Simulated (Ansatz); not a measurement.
# BN: energy along a strain

BN, P6_3mc, a = 2.554 Å, c = 4.227 Å (as given, not relaxed at this level: -4.7 GPa, forces to 0.02 eV/Å). This isn't the usual stable structure of the compound. Ansatz: r2SCAN, PAW, 500 eV, Γ-centred 12×12×6 mesh on 4 atoms, Gaussian smearing 0.05 eV; no spin polarisation. Cell vectors (Å): 2.554 0.000 0.000; -1.277 2.212 0.000; 0.000 0.000 4.227. The cell is strained by x per cent times the pattern (0 0 0 0 0 1) in the order xx yy zz yz xz xy (engineering shears), with fractional coordinates held. y is the free energy over the start, V0 = 5.969 Å³/atom. Symmetry makes y even in x.

| x (%) | y (meV/atom) |
| --- | --- |
| -2.00 | ? |
| -1.00 | 0.78 |
| 0.00 | 0.00 |
| 0.25 | 0.05 |
| 0.50 | 0.19 |
| 0.75 | 0.44 |
| 1.25 | 1.21 |
| 1.50 | 1.75 |
| 1.75 | 2.38 |

Question: Fit y = c2 x² + c4 x⁴ to the other rows, get the stiffness along the pattern, and predict the missing energy.

Answer: Least squares on the rows shown. y = 0.7771 x² + 2.914×10⁻⁵ x⁴. The clamped-ion stiffness p·C·p = 2 × 7.771 eV × 160.2 / 5.969 Å³ = 417 GPa, which is C66 in these axes (second derivative at the start, which stands under stress). At x = -2.00 the fit asked for gives 3.11 meV/atom. The run gave 3.11 meV/atom, the same to the digits shown.